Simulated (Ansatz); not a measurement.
# Moving the dispersion correction in SnCl

The cell as given:

It takes space group P6_3mc (No. 186, hexagonal). The conventional cell has a = 3.498 Å, b = 3.498 Å, c = 10.062 Å, α = 90.00°, β = 90.00°, γ = 120.00°. Sn (site symmetry 3m) has 1 Cl at 2.68 Å as nearest neighbours. Cl (site symmetry 3m) has 1 Sn at 2.68 Å as nearest neighbours.

The cell comes from a database or a generator and needn't be the stable form of this composition.

Kept alike: task relaxation of cell and atoms; functional PBE; k mesh 9 × 9 × 3; occupations fermi-dirac, width 0.05 eV; no spin polarisation. Program: Ansatz, Ansatz PAW, cutoff 420 eV. The mesh is that of the run's cell of 4 atoms. No spin-orbit coupling.

```csv
dispersion correction,volume (Å³/atom),first edge of the run's cell (Å),third edge of the run's cell (Å)
D3(BJ),25.326,3.414,10.033
D3(BJ)-ATM,25.463,3.421,10.047
D4,25.320,3.414,10.035
none,27.138,3.497,10.250
```

The relaxations keep at least the cell's symmetry (P6_3mc). For a metal such a mesh leaves the last digits unconverged. Relaxations stop with a little pressure left, so the last digits of a volume or edge aren't settled.

Question: What does the dispersion correction change here?

Answer: The volume runs from 25.320 (D4) to 27.138 Å³/atom (none). Against no correction: D3(BJ) -6.7 %; D3(BJ)-ATM -6.2 %; D4 -6.7 %. Dispersion terms mostly attract and so lower the volume; the schemes' coefficients and damping set how far. The first edge of the run's cell runs from 3.414 (D3(BJ); D4) to 3.497 Å (none). The third edge of the run's cell runs from 10.033 (D3(BJ)) to 10.250 Å (none).
